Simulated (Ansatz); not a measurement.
# Li3Al (I4/mmm): electronic heat capacity and spin susceptibility from the density of states

Level of theory: Ansatz 0.2.0, DFT r2SCAN, scalar-relativistic, plane waves, PAW.

Plane waves to 500 eV, a k mesh through Γ of 16×16×16 on the computed 4-atom cell and Gaussian smearing (0.10 eV); no spin polarisation.

Relaxed cell: I4/mmm, a = 4.020 Å, b = 4.020 Å, c = 8.461 Å, α = 90.00°, β = 90.00°, γ = 90.00°, 4 atoms in the primitive cell. Whether it is the stable form of this composition wasn't checked.

The density of states at the Fermi level is 1.346 states/eV in the cell of 4 atoms (1 formula unit; both spins, tetrahedra on a 24×24×24 mesh).

Q: What Sommerfeld coefficient and Pauli susceptibility does this give?

A: Per formula unit N(E_F) = 1.346 states/eV. γ = (π²/3) k_B² N(E_F) N_A = 2.357 mJ/(mol K²) per state/eV, so γ = 3.2 mJ/(mol K²), a mole of formula units. χ_P = μ_B² N(E_F) N_A = 3.23×10⁻⁵ emu/mol per state/eV gives 4.4×10⁻⁵ emu/mol. This is the bare band result: a measured γ of the same phase is as a rule larger by a factor 1 + λ from phonons and spin fluctuations, the spin part of χ is larger by the Stoner factor, and a measured χ also holds orbital and core terms. N(E_F) at one energy is sensitive to the mesh where the density of states has sharp peaks.